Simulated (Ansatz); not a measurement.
The relaxed structure here is a generated cell of Hf: the first start was made by placing the elements on the sites of a structure type, and the end was not matched to a known phase here, so it may be hypothetical. Known forms of Hf include space group No. 194.

A relaxed cell of Hf (Pm-3m (No. 221)), relaxed on a k-mesh at least as fine as the one used below. Calculation: PBEsol (plane waves to 420 eV, PAW, scalar-relativistic; Ansatz, an electronic-structure program). Γ-centred k-mesh 6×11×11 on the run's cell (coarser than for final values), Fermi–Dirac smearing 0.05 eV.

```
Hf
1.0
    5.72971     0.00000     0.00000
    0.00000     2.86485     0.00000
    0.00000     0.00000     2.86485
Hf
2
Direct
  0.00000   0.00000   0.00000
  0.50000   0.00000   0.00000
```

The atoms are displaced along an unstable phonon of this cell by (Å):

```tsv
atom	ux	uy	uz
Hf1	0.000	0.000	-0.150
Hf2	0.000	0.000	0.150
```

### Question
What forces (eV/Å) and pressure result?

### Answer
| atom | Fx | Fy | Fz |
|---|---|---|---|
| Hf1 | 0.00 | 0.00 | -0.50 |
| Hf2 | 0.00 | 0.00 | 0.50 |

Pressure -0.7 GPa.

### Question
Estimate the energy cost of the displacement in the harmonic approximation and compare with the calculation.

### Answer
For a harmonic well ΔE = −½ Σ F·u = -0.075 eV a cell, or -37 meV/atom. The calculated energy relative to the undisplaced cell is -0.05 eV/atom, so the harmonic estimate holds well.

The undisplaced cell is probably no minimum: from this displacement the run went on to P6/mmm (No. 191), 0.63 eV/atom below it.

No spin polarisation in the result.
